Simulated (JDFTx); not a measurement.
An input for a modified build of JDFTx (Cd(0001), CANDLE, water, 1 M NaF; bohr, hartree) and the course of its log:

```
lattice \
  5.5906978967 2.7953489484 0.0000000000 \
  0.0000000000 4.8416864090 0.0000000000 \
  0.0000000000 0.0000000000 63.6837703999
coords-type Lattice
ion Cd 0.0000000001 0.0000000001 -0.2619850150 0
ion Cd 0.6666666668 0.6666666668 -0.1746566770 0
ion Cd 0.0000000001 0.0000000001 -0.0873283380 0
ion Cd 0.6666666668 0.6666666668 0.0000000000 0
ion Cd 0.0000000001 0.0000000001 0.0873283380 0
ion Cd 0.6666666668 0.6666666668 0.1746566770 0
ion Cd 0.0000000001 0.0000000001 0.2619850150 0
ion-species pseudo/cd_pbe_v1.upf
elec-cutoff 20 100
elec-ex-corr gga-PBE
coulomb-interaction Slab 001
coulomb-truncation-embed 0 0 0
kpoint-folding 8 8 1
elec-smearing Fermi 0.01
elec-n-bands 56
electronic-scf nIterations 100 energyDiffThreshold 1e-08
fluid LinearPCM
pcm-variant CANDLE
fluid-solvent H2O
fluid-cation Na+ 1
fluid-anion F- 1
fluid-minimize nIterations 400 knormThreshold 1e-11
wavefunction read vac.wfns
elec-initial-eigenvals vac.eigenvals
dump-name f0.$VAR
dump End State Ecomponents EigStats BandEigs Forces ElecDensity IonicPositions Fillings Kpoints Dtot FluidDebug BoundCharge FluidDensity
```

```
[one cycle in 5 is shown, and the last three; fluid-solver lines are left out]
	FillingsUpdate:  mu: -0.130750764  nElectrons: 84.000000
SCF: Cycle:  0   F: -330.695055963346022   dF: +3.808e-05   |Residual|: 7.701e-04   |deigs|: 1.017e-04
	FillingsUpdate:  mu: -0.127880256  nElectrons: 84.000000
SCF: Cycle:  5   F: -330.695121324237618   dF: -2.823e-07   |Residual|: 1.143e-04   |deigs|: 3.048e-04
	FillingsUpdate:  mu: -0.127592401  nElectrons: 84.000000
SCF: Cycle: 10   F: -330.695121638575415   dF: -1.737e-08   |Residual|: 3.428e-05   |deigs|: 1.941e-04
	FillingsUpdate:  mu: -0.127586401  nElectrons: 84.000000
SCF: Cycle: 15   F: -330.695121676451379   dF: -4.622e-08   |Residual|: 1.134e-05   |deigs|: 1.074e-05
	FillingsUpdate:  mu: -0.127585210  nElectrons: 84.000000
SCF: Cycle: 20   F: -330.695121664483338   dF: -1.653e-07   |Residual|: 1.391e-05   |deigs|: 4.540e-05
	FillingsUpdate:  mu: -0.127579785  nElectrons: 84.000000
SCF: Cycle: 25   F: -330.695121679218573   dF: -2.734e-07   |Residual|: 7.725e-06   |deigs|: 3.072e-05
	FillingsUpdate:  mu: -0.127531788  nElectrons: 84.000000
SCF: Cycle: 30   F: -330.695121484215008   dF: +1.812e-07   |Residual|: 3.062e-05   |deigs|: 6.520e-05
	FillingsUpdate:  mu: -0.127650675  nElectrons: 84.000000
SCF: Cycle: 35   F: -330.695120468853077   dF: +1.207e-06   |Residual|: 7.170e-05   |deigs|: 7.654e-05
	FillingsUpdate:  mu: -0.127591050  nElectrons: 84.000000
SCF: Cycle: 40   F: -330.695121675156486   dF: +2.573e-09   |Residual|: 8.268e-06   |deigs|: 1.399e-05
	FillingsUpdate:  mu: -0.127564921  nElectrons: 84.000000
SCF: Cycle: 45   F: -330.695121651876889   dF: -4.207e-08   |Residual|: 1.189e-05   |deigs|: 4.669e-05
	FillingsUpdate:  mu: -0.127608112  nElectrons: 84.000000
SCF: Cycle: 50   F: -330.695121664256021   dF: +1.624e-09   |Residual|: 1.200e-05   |deigs|: 3.436e-05
	FillingsUpdate:  mu: -0.127525923  nElectrons: 84.000000
SCF: Cycle: 55   F: -330.695121400701510   dF: +2.678e-07   |Residual|: 3.729e-05   |deigs|: 7.507e-05
	FillingsUpdate:  mu: -0.127572237  nElectrons: 84.000000
SCF: Cycle: 60   F: -330.695121662566692   dF: -2.777e-08   |Residual|: 1.864e-05   |deigs|: 1.807e-05
	FillingsUpdate:  mu: -0.127627327  nElectrons: 84.000000
SCF: Cycle: 65   F: -330.695121536082240   dF: +1.364e-07   |Residual|: 2.467e-05   |deigs|: 4.434e-05
	FillingsUpdate:  mu: -0.127595904  nElectrons: 84.000000
SCF: Cycle: 70   F: -330.695121673939695   dF: -6.876e-09   |Residual|: 8.512e-06   |deigs|: 2.291e-05
	FillingsUpdate:  mu: -0.127566016  nElectrons: 84.000000
SCF: Cycle: 75   F: -330.695121653584124   dF: -6.139e-08   |Residual|: 1.307e-05   |deigs|: 3.446e-05
	FillingsUpdate:  mu: -0.127616694  nElectrons: 84.000000
SCF: Cycle: 80   F: -330.695121436031457   dF: +2.370e-07   |Residual|: 3.197e-05   |deigs|: 2.887e-05
	FillingsUpdate:  mu: -0.127570223  nElectrons: 84.000000
SCF: Cycle: 85   F: -330.695121670171034   dF: -2.257e-07   |Residual|: 1.296e-05   |deigs|: 3.657e-05
	FillingsUpdate:  mu: -0.127608943  nElectrons: 84.000000
SCF: Cycle: 90   F: -330.695121325403534   dF: +3.507e-07   |Residual|: 4.042e-05   |deigs|: 1.810e-05
	FillingsUpdate:  mu: -0.127579050  nElectrons: 84.000000
SCF: Cycle: 95   F: -330.695121677019870   dF: -9.741e-09   |Residual|: 5.882e-06   |deigs|: 1.143e-05
	FillingsUpdate:  mu: -0.127567987  nElectrons: 84.000000
SCF: Cycle: 97   F: -330.695121666028399   dF: -1.174e-07   |Residual|: 1.037e-05   |deigs|: 4.650e-05
	FillingsUpdate:  mu: -0.127574263  nElectrons: 84.000000
SCF: Cycle: 98   F: -330.695121671280049   dF: -5.252e-09   |Residual|: 7.480e-06   |deigs|: 6.199e-06
	FillingsUpdate:  mu: -0.127644834  nElectrons: 84.000000
SCF: Cycle: 99   F: -330.695121415719825   dF: +2.556e-07   |Residual|: 3.289e-05   |deigs|: 6.975e-05
SCF: None of the convergence criteria satisfied after 100 iterations.
IonicMinimize: Iter:   0  F: -330.695121415719825  |grad|_K:  0.000e+00
IonicMinimize: Converged (|grad|_K<1.000000e-04).
```

This run gave no converged result. The loop ran out of cycles short of its threshold. It has stalled and not diverged: the last ten energies span 4e-07 Ha, so the total is near its end, but levels, forces and charges aren't shown converged.
